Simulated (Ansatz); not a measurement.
BeS (zinc blende)

```
CELL_PARAMETERS angstrom
      0.00000     2.43426     2.43426
      2.43426     0.00000     2.43426
      2.43426     2.43426     0.00000
ATOMIC_POSITIONS crystal
  S  0.25000 0.25000 0.25000
  Be 0.00000 0.00000 0.00000
```

Equation-of-state scan: isotropic scaling of the cell above, V₀ being its volume. Symmetry pins the atoms to their sites.

Calculation: r2SCAN (plane waves to 500 eV, PAW, scalar-relativistic; Ansatz, a program for electronic structure). k mesh 12×12×12 (Γ-centred), Fermi-Dirac smearing 0.05 eV. E stands for the smeared free energy. BeS was relaxed with its symmetry unable to fall. The zero of ΔE is the relaxed starting cell.

```json
[
 {"V (Å³/atom)": "12.982", "ΔE (meV/atom)": "___"},
 {"V (Å³/atom)": "13.343", "ΔE (meV/atom)": "___"},
 {"V (Å³/atom)": "13.703", "ΔE (meV/atom)": "11.9"},
 {"V (Å³/atom)": "14.064", "ΔE (meV/atom)": "___"},
 {"V (Å³/atom)": "14.424", "ΔE (meV/atom)": "0.0"},
 {"V (Å³/atom)": "14.785", "ΔE (meV/atom)": "2.6"},
 {"V (Å³/atom)": "15.146", "ΔE (meV/atom)": "10.1"},
 {"V (Å³/atom)": "15.506", "ΔE (meV/atom)": "22.0"},
 {"V (Å³/atom)": "15.867", "ΔE (meV/atom)": "37.7"}
]
```

### Question
Complete the blanks.

### Answer

- 12.982, ΔE (meV/atom): 51.8
- 13.343, ΔE (meV/atom): 27.9
- 14.064, ΔE (meV/atom): 2.9

(Under strain, the slope of the energy per volume gives the stress and its curvature an elastic modulus.)
